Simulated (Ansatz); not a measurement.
Here is the system:

Rb3CrF6:
```cif
data_CrF6Rb3
_chemical_formula_sum 'Rb3 Cr1 F6'
_space_group_name_H-M_alt 'P 1'
_space_group_IT_number 1
_cell_length_a 6.43347
_cell_length_b 6.43347
_cell_length_c 6.43347
_cell_angle_alpha 60.000
_cell_angle_beta 60.000
_cell_angle_gamma 60.000
loop_
_space_group_symop_operation_xyz
  'x, y, z'
loop_
_atom_site_label
_atom_site_type_symbol
_atom_site_fract_x
_atom_site_fract_y
_atom_site_fract_z
_atom_site_occupancy
Rb1 Rb 0.25000 0.25000 0.25000 1
Rb2 Rb 0.75000 0.75000 0.75000 1
Rb3 Rb 0.50000 0.50000 0.50000 1
Cr1 Cr 0.00000 0.00000 0.00000 1
F1 F 0.78997 0.21003 0.21003 1
F2 F 0.21003 0.78997 0.78997 1
F3 F 0.21003 0.78997 0.21003 1
F4 F 0.78997 0.21003 0.78997 1
F5 F 0.21003 0.21003 0.78997 1
F6 F 0.78997 0.78997 0.21003 1
```
The run is spin-polarised; directions of the spins, atom by atom: 0 0 0 ↑ 0 0 0 0 0 0.

This is the HSE06-relaxed structure.

### Question
All from HSE06 (plane waves, PAW; program Ansatz), unless another level is named. Estimate the smallest direct gap on the standard path.

### Answer
6.03 eV.

### Question
Next, the band gap?

### Answer
6.00 eV (indirect).

### Question
What about the valence-band maximum?

### Answer
on the W–X line, 83 % of the way from W.

### Question
Next, the conduction-band minimum?

### Answer
at Γ.

Space group Fm-3m. The workflow started from a Materials Project entry (that database holds measured and hypothetical structures alike); the Crystallography Open Database copy checked does not list it. Whether it is the stable phase at ambient conditions was not checked. The HSE06 relaxation kept the symmetry of its start; its stability against distortions is not shown here. Spin order of the final state: ferromagnetic, chosen from 3 collinear starts compared on coarse meshes with r²SCAN (ties went to the first, and starts can fall back to one state), not a proven ground state. Other orbital occupations within this spin state were not tried. The hybrid was solved on a coarse mesh, the path and, where they were found, the r²SCAN edge points; its band edges are the extreme levels among these. Spin–orbit coupling is left out wherever it is not named.

Potentials: the later of the program's two PAW sets.
